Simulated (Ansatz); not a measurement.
**Ansatz run on Fe**

System: Fe, 1 atom in the cell.

Ansatz input (lattice in Å, positions in fractions of it; a bare `kind: paw` takes the build's default datasets)
```yaml
crystal:
  lattice:
    - [-1.433, 1.433, 1.433]
    - [1.433, -1.433, 1.433]
    - [1.433, 1.433, -1.433]
  atoms:
    - { symbol: Fe, position: [0, 0, 0], spin: 2.2 }
kpoints:
  mp_grid: { grid: [12, 12, 12] }
hamiltonian:
  xc: lda
  pseudopotentials:
    kind: paw
    azcp:
      Fe: "pseudopotentials/pbe/paw/ansatz_paw_generated_hard_1/Fe.paw.azcp"
    xc_functional: pbe
scf:
  occupations: { method: fermi_dirac, width: 0.1 }
  convergence: { dr2_threshold: "1e-9 eV" }
  max_iter: 300
output:
  forces: true
  stress: true
magnetization:
  spin_polarized: true
```

Level of theory: Ansatz 0.2.0 development build, LDA, plane waves, PAW datasets (generated hard set).

Output, in brief

| Property | Result |
| --- | --- |
| Plane-wave cutoff used | 700 eV |
| Pressure | -22.79 GPa |
| Smearing term TS | 32.7 meV/atom |
| Net moment | 2.21 μB |
| Valence electrons | 16 |
| Irreducible k-points | 72 |
| CPU time | about 8 core-seconds on a shared host |

Stress tensor in GPa, compression positive:
```
-22.79   0.00   0.00
  0.00 -22.79   0.00
  0.00   0.00 -22.79
```

The stress includes the program's correction for the finite plane-wave basis.

The k-mesh is modest, so these values aren't fully converged in k. Potentials made with PBE were used with another functional.
